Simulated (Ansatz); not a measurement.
Ru (hcp (Mg type), P6_3/mmc) under volume change, DFT-PBE+D3(BJ) in the program Ansatz with PAW potentials, shape and atoms relaxed at each volume.

```json
[
 {"V (Å³/atom)": "12.237", "E − E(relaxed) (meV/atom)": "136.0", "P (GPa)": "39.43"},
 {"V (Å³/atom)": "12.640", "E − E(relaxed) (meV/atom)": "56.8", "P (GPa)": "23.95"},
 {"V (Å³/atom)": "13.044", "E − E(relaxed) (meV/atom)": "?", "P (GPa)": "?"},
 {"V (Å³/atom)": "13.447", "E − E(relaxed) (meV/atom)": "0.0", "P (GPa)": "-0.01"},
 {"V (Å³/atom)": "13.850", "E − E(relaxed) (meV/atom)": "11.9", "P (GPa)": "-9.18"},
 {"V (Å³/atom)": "14.254", "E − E(relaxed) (meV/atom)": "45.0", "P (GPa)": "-16.87"},
 {"V (Å³/atom)": "14.657", "E − E(relaxed) (meV/atom)": "?", "P (GPa)": "?"}
]
```

Problem. Complete the blanks.

Solution. 
- 14.657, E − E(relaxed) (meV/atom): 95.8
- 14.657, P (GPa): -23.29
- 13.044, E − E(relaxed) (meV/atom): 13.4
- 13.044, P (GPa): 10.93

Problem. What does a third-order Birch–Murnaghan fit give for V₀, B₀ and B′?

Solution. V₀ = 13.45 Å³/atom, B₀ = 333 GPa, B′ = 4.8.

The cell was relaxed with PBE+D3(BJ) under the symmetry of its start. No spin polarisation was allowed. The pairwise dispersion correction was not fitted to metals.

Potentials: the later of the program's two PAW sets.
